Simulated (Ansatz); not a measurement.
Input:

In2Te3:
```
CELL_PARAMETERS angstrom
     -2.15837     6.43931     3.03181
      2.15837    -6.43931     3.03181
      2.15837     6.43931    -3.03181
ATOMIC_POSITIONS crystal
  In 0.39942 0.23898 0.16044
  In 0.07853 0.23898 0.83956
  Te 0.68158 0.03750 0.64408
  Te 0.39342 0.03750 0.35592
  Te 0.94718 0.94718 0.00000
```

This is the LDA-relaxed structure.

Task: All from LDA (plane waves, PAW; program Ansatz), unless another level is named. Give the band gap.

Result: 0.08 eV (smallest direct gap 0.10 eV).

Task: What about the formation energy from the elements (no fitted shifts)?

Result: -0.25 eV/atom.

Task: What about the weight of the valence-edge state by species (Voronoi cells)?

Result: Te 94 %, In 6 %.

Task: Predict the conduction-band minimum.

Result: at Γ.

Task: Next, the weight of the conduction-edge state by species (Voronoi cells)?

Result: Te 63 %, In 37 %.

Space group Imm2. The workflow started from a Materials Project entry (that database holds measured and hypothetical structures alike); the Crystallography Open Database copy checked does not list it. COD files the formula under space group No. 216, so this cell is another polymorph or a model. Whether it is the stable phase at ambient conditions was not checked. Symmetry was held in the LDA relaxation; of distortions, only those at the zone centre were tested. The references are the lowest solids computed at this level, not always the standard phases. Spin–orbit coupling is left out wherever it is not named.

Potentials: the later of the program's two PAW sets.
